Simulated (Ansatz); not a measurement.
Cu Kα1 powder pattern (kinematic, no thermal factors).
2θ (°) (relative intensity): 21.84 (100), 25.63 (52), 31.08 (29), 33.92 (40), 34.74 (34), 40.50 (25), 41.42 (32), 44.53 (38), 46.48 (27), 50.13 (22), 51.92 (12), 52.09 (13), 57.69 (14), 59.85 (2), 61.76 (27), 64.51 (4), 64.81 (12), 66.33 (19), 69.27 (4), 70.90 (2), 73.61 (4), 74.78 (4), 75.20 (8), 75.68 (3), 77.58 (2), 79.00 (6), 79.28 (12), 79.89 (9), 83.44 (5), 86.17 (5), 87.56 (6), 87.62 (2), 87.70 (3)

The pattern is computed from a structure relaxed with DFT PBE, scalar-relativistic, plane waves, PAW in Ansatz. No spin polarisation. Its elements are Ge, Mg, N.

Question: Give the structure.

Answer: Mg2Ge2N.
Space group P4/mmm (No. 123). a = 4.066 Å, b = 4.066 Å, c = 6.676 Å, α = 90.00°, β = 90.00°, γ = 90.00°
| atom | site | symmetry | x | y | z |
| --- | --- | --- | --- | --- | --- |
| Mg | 2e | mmm. | 0.5000 | 0.0000 | 0.5000 |
| Ge | 2g | 4mm | 0.0000 | 0.0000 | 0.1742 |
| N | 1d | 4/mmm | 0.5000 | 0.5000 | 0.5000 |

A pattern alone doesn't exclude other cells with like lines; this is the one computed.

Another cell of Mg2Ge2N relaxed alike, in P-3m1, lies 0.57 eV/atom lower, so this cell isn't the stable form at this level.

The cell was found from a structure generator's guess, not taken from experiment.
